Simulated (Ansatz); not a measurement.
**NaSc$_{6}$As$_{2}$, a known structure type with other elements, at an estimated volume**

```xyz
9
Lattice="3.7512 6.4973 0.0000 -3.7512 6.4973 0.0000 0.0000 0.0000 3.8931" Properties=species:S:1:pos:R:3 pbc="T T T"
Sc   -1.9957    6.4973    0.0000
Sc    2.8734    4.9769    0.0000
Sc   -0.8778    1.5204    0.0000
As   -0.0004    4.3318    0.0000
As    0.0004    8.6629    0.0000
Sc    0.7878    6.4973    1.9466
Sc    1.4817    2.5664    1.9466
Sc   -2.2695    3.9309    1.9466
Na    0.0000    0.0000    1.9466
```

Method: PBE, no spin polarisation; PAW, plane waves to 420 eV, 5×5×9 Γ-centred mesh, fermi-dirac occupations (width 0.1 eV) (Ansatz 0.2.0), atoms fixed.

(1) What do density and ELF say about some of the short contacts?

(2) How is the charge shared?

(3) Is the cell too large or too small?

(4) What is the formation energy?

(5) Which atom feels the largest force, and which way?

(6) Is there a gap?

Origin: a known structure type with other elements, at an estimated volume, so it need not be a known compound. Caveats: many states at the Fermi level without spin polarisation, so a magnetic state may lie lower; atoms or cell far from equilibrium.

## Answers

(1) Sc–Na at 2.62 Å: least valence density 0.13 e/Å³ and ELF 0.06 there. Sc–As at 2.94 Å: least valence density 0.18 e/Å³ and ELF 0.17 there. Sc–Sc at 3.04 Å: least valence density 0.20 e/Å³ and ELF 0.43 there. These are pseudo-fields; inside the PAW spheres they differ from the all-electron ones.

(2) Bader charges in e: Na +0.49, Sc +0.23 to +0.91, As -1.93. In the mean Sc gives up most and As takes most. There is one density maximum away from the nuclei.

(3) The pressure is 4.1 GPa (compression positive), so with the atoms held at these fractions the cell would first expand; the forces are large, so a full relaxation may end otherwise.

(4) -0.15 eV an atom against the elements' usual phases (free molecules for gases, crystals otherwise, with no correction for O₂ or N₂), so it is bound against them; other compounds may still compete. Relaxing would lower it.

(5) The largest is on Sc1 (and as large on other atoms): 3.17 eV/Å, components (3.17, 0.00, 0.00). It makes 132° with the line to a nearest neighbour, Na9 at 2.62 Å.

(6) It is a metal, with about 16 states/eV a cell as the mean within 0.25 eV of the Fermi level, mostly Sc d (82 %).
